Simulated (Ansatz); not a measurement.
This cell of FeNi3 (Cu3Au type) is off equilibrium:

```xyz
4
Lattice="3.4078 0.0000 0.0000 0.0000 3.4078 0.0000 0.0000 0.0000 3.6804" Properties=species:S:1:pos:R:3 pbc="T T T"
Ni     0.0000     1.7039     1.8402
Ni     1.7039     1.7039     0.0000
Ni     1.7039     0.0000     1.8402
Fe     0.0000     0.0000     0.0000
```

All values below come from PBE (plane waves to 420 eV, PAW, scalar-relativistic; Ansatz, a first-principles code). k mesh 13×13×13 (Γ-centred), Fermi-Dirac smearing 0.05 eV. E stands for the smeared free energy. Compression counts positive. With partly filled bands, the response to shear is sensitive to the k mesh, so small differences along c/a are uncertain. FeNi3 was relaxed with its symmetry unable to fall. Relaxed FeNi3 ends ferromagnetic. Other magnetic orders were not checked, so this need not be the ground state.

Problem. Give the stress tensor in GPa and the pressure.

Solution. 
```
   13.5      0.0      0.0
    0.0     13.5      0.0
    0.0      0.0      0.9
```
The pressure, a third of the trace, is 9.3 GPa.

Problem. It is the relaxed cell deformed to V/V₀ = 0.960, (c/a)/(c/a)₀ = 1.080, c along z, fractional positions held. What is its energy relative to the relaxed cell?

Solution. 32 meV/atom.

(Under strain, the slope of the energy per volume gives the stress and its curvature an elastic modulus.)
